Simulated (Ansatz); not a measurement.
A distorted cell of Cu (fcc, Cu type):

```
Cu
1.0
    3.62881     0.00000     0.00000
    0.00000     3.62881     0.00000
    0.00000     0.00000     3.62881
Cu
4
Direct
  0.00000   0.00000   0.00000
  0.50000   0.50000   0.00000
  0.50000   0.00000   0.50000
  0.07165   0.50000   0.50000
```

Computed with PBE (plane waves to 420 eV, PAW, scalar-relativistic; Ansatz, a first-principles code). k mesh 10×10×10 (Γ-centred), Fermi-Dirac smearing 0.05 eV. The energy includes the smearing's −TS. Stress and pressure are positive under compression. With partly filled bands, energies and forces of such displacements shift with the k mesh and the smearing. Cu is run without spin polarisation. Cu was relaxed with its symmetry unable to fall. The PAW data are Ansatz's earlier set.

Q: What forces act on the atoms (eV/Å, Cartesian)?

A: 
```
atom      Fx     Fy     Fz
----  ------  -----  -----
Cu1   -0.008  0.000  0.000
Cu2    0.912  0.000  0.000
Cu3    0.912  0.000  0.000
Cu4   -1.816  0.000  0.000
```

Q: What is the stress tensor (GPa)?

A: 
```
    2.6      0.0      0.0
    0.0      2.8      0.0
    0.0      0.0      2.8
```
The pressure, a third of the trace, is 2.7 GPa.

Q: In it atom 4 sits (0.260, 0.000, 0.000) Å away from its relaxed site. What is its energy relative to the relaxed cell?

A: 231 meV/cell.

(For displaced atoms, the force is minus the slope of the energy, and its curvature is a force constant, which sets phonon frequencies.)
